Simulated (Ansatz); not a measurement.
Polymorphs of MoPt, each relaxed with r²SCAN in the plane-wave PAW code Ansatz:

A: P-6m2
a = b = 2.7881 Å, c = 4.5233 Å, α = β = 90.00°, γ = 120.00°

```
atom  site  symmetry       x       y       z
----  ----  --------  ------  ------  ------
Mo      1e      -6m2  0.6667  0.3333  0.0000
Pt      1d      -6m2  0.3333  0.6667  0.5000
```

B: Pmma
a = 4.474 Å, b = 2.730 Å, c = 4.953 Å, α = β = γ = 90.00°

```
atom  site  symmetry       x       y       z
----  ----  --------  ------  ------  ------
Mo      2e       mm2  0.2500  0.0000  0.1623
Pt      2f       mm2  0.2500  0.5000  0.6634
```

### Question
Rank these by energy per atom at 0 K (lowest first), as r²SCAN gives it.

### Answer
B (+0 meV/atom), A (+194 meV/atom)

Standing as an ambient phase not checked: A; B. Perhaps ordered models of mixed-site phases: A; B. All cells were relaxed under the symmetry of their starts (and spin orders); stability against distortions was not tested throughout. Rows with no word on spin ran without spin polarisation. Scalar-relativistic: spin–orbit coupling is off unless named, which matters more the heavier the elements.

Energies hold the estimated change up to a 700 eV cutoff; steps of a few meV lie near the error of the meshes.

Potentials: the later of the program's two PAW sets.
